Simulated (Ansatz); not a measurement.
Data:

GeSe:
```xyz
8
Lattice="4.7989 0.0000 0.0000 -2.3994 4.1560 0.0000 0.0000 0.0000 11.4788" Properties=species:S:1:pos:R:3 pbc="T T T"
Ge     0.0000     0.0000     0.2269
Ge     0.0000     0.0000     5.9663
Ge     2.3994     1.3853     8.8352
Ge     0.0000     2.7706     3.0959
Se     0.0000     0.0000     9.0944
Se     0.0000     0.0000     3.3550
Se     2.3994     1.3853     6.2431
Se     0.0000     2.7706     0.5037
```

This is the PBE-relaxed structure.

**Question.** All from plane-wave PAW PBE (Ansatz code), unless another level is named. Estimate the hole effective mass.

**Answer.** 0.23, 0.38, 0.75 mₑ (principal values).

**Question.** Predict the smallest direct gap on the standard path.

**Answer.** 1.03 eV.

**Question.** What about the band gap?

**Answer.** 0.78 eV (indirect).

**Question.** Give the weight of the conduction-edge state by species (Voronoi cells).

**Answer.** Ge 65 %, Se 35 %.

**Question.** What about the valence-band maximum?

**Answer.** on the M–K line, 81 % of the way from M.

Space group P6_3mc. A made-up cell: these elements were put on the sites of a structure type; neither database checked (COD, Materials Project) lists it. It is not the phase usual at ambient conditions (space group No. 62). The cell was relaxed with PBE under the symmetry of its start; whether a distortion lowers the energy is not shown. Spin–orbit coupling is left out wherever it is not named.

Potentials: the later of the program's two PAW sets.
